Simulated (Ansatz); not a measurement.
Property card for FeNi

FeNi:
```xyz
2
Lattice="2.5137 0.0000 0.0000 0.0000 2.5137 0.0000 0.0000 0.0000 3.5362" Properties=species:S:1:pos:R:3 pbc="T T T"
Fe     0.0000     0.0000     0.0000
Ni     1.2568     1.2568     1.7681
```
The run is spin-polarised; directions of the spins, atom by atom: ↑ ↑.

Space group P4/mmm (No. 123), L1₀ or tetragonal B2; conventional cell a = 2.514 Å, b = 2.514 Å, c = 3.536 Å, α = 90.00°, β = 90.00°, γ = 90.00°.

Method: DFT-r²SCAN in the program Ansatz with PAW potentials. Geometry: relaxed at this level of theory. Other levels are named where they apply.

### Cell and energy

- Volume per atom: 11.17 Å³
- Density: 8.51 g/cm³
- Formation energy from the elements (no fitted shifts): -0.11 eV/atom

### Electronic structure

- Electronic character: metallic (no gap)
- Density of states at the Fermi level: 0.62 states/eV per atom (mean over ±0.08 eV)

### Magnetism

- Magnetic order: ferromagnetic
- Net moment: 1.77 μB per atom

### Mechanics

- Bulk modulus (Birch–Murnaghan fit): 197 GPa
- Pressure derivative B′: 4.4

### Charges

- Bader charges: Fe +0.32, Ni -0.32 e

The first step of the workflow began from a Materials Project structure, measured or hypothetical; the Crystallography Open Database files this formula in space group No. 123, but the cells were not matched. Whether it is the stable phase at ambient conditions was not checked. Symmetry was held in the r²SCAN relaxation; whether a distortion lowers the energy is not shown. Magnetic state: ferromagnetic, chosen from 5 collinear starts compared on coarse meshes (ties went to the first, and starts can fall back to one state), not a proven ground state. Other orbital occupations within this spin state were not tried. For itinerant 3d metals, meta-GGAs of the SCAN family and hybrids are commonly reported to give too large moments. Axis ratios of metals converge slowly with the k-mesh, so a and c are less sure than the volume. The references are the lowest solids computed at this level, not always the standard phases.

Potentials: the earlier of the program's two PAW sets. The files were generated under PBE; for other functionals the program regenerates the frozen cores, and for LDA and PBEsol the local potential too.
